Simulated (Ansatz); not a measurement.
**Si₂Mo under strain — 97Mo nuclear quadrupole resonance**

Cell: a structure deposited in the COD, relaxed with PBE at fixed cell and then changed (z stretched by 1 %, ions relaxed).

```yaml
crystal:
  lattice:
    - [-1.60000, 1.60000, 3.96981]
    - [1.60000, -1.60000, 3.96981]
    - [1.60000, 1.60000, -3.96981]
  atoms:
    - { symbol: Si, position: [0.33514, 0.33514, 0.00000] }
    - { symbol: Si, position: [0.66486, 0.66486, 0.00000] }
    - { symbol: Mo, position: [0.00000, 0.00000, 0.00000] }
```

Atoms are numbered from 1 in the order listed; like atoms form one site, named after its first atom.

Method: Kohn–Sham DFT in Ansatz, PBE, plane waves and PAW, scalar-relativistic, 420 eV cutoff, Γ-centred 20×20×20 k-points, Fermi–Dirac smearing 0.05 eV.

97Mo: I = 5/2, Q = 255.0 mb (year-2017 value). Static lattice, zero field.

Q: The simulated lines lie at 4.23, 8.46 MHz. What are |C_Q|, η and |V_zz| at Mo?

A: For I = 5/2 and η = 0 the lines are 3|C_Q|/20 and twice that; η pulls their ratio below 2. Here |C_Q| = 28.2 MHz, η = 0.00 and |V_zz| = 4.57 × 10²¹ V/m². The calculation gives V_zz negative; the lines don't show the sign. The site has 10 Si at 2.61–2.66 Å.

An axis of threefold or higher order runs through Mo, so V_zz lies along it and η is zero.

The run finds no gap above 0.1 eV (a metal, or nearly one), so the gradients can move by 10 % or more with the k-mesh. Without spin–orbit coupling (the program notes it for Mo) the gradients can shift somewhat, as the gap is small.

The relaxation (2 steps) took 37 s of wall time (37 s of CPU time) and 0.67 GiB at its peak, on 1 thread of Arm Neoverse V1 (aarch64; 8 cores open to the job, memory cap 3.0 GiB, no GPU), a shared host with a load of 0.5 a core.
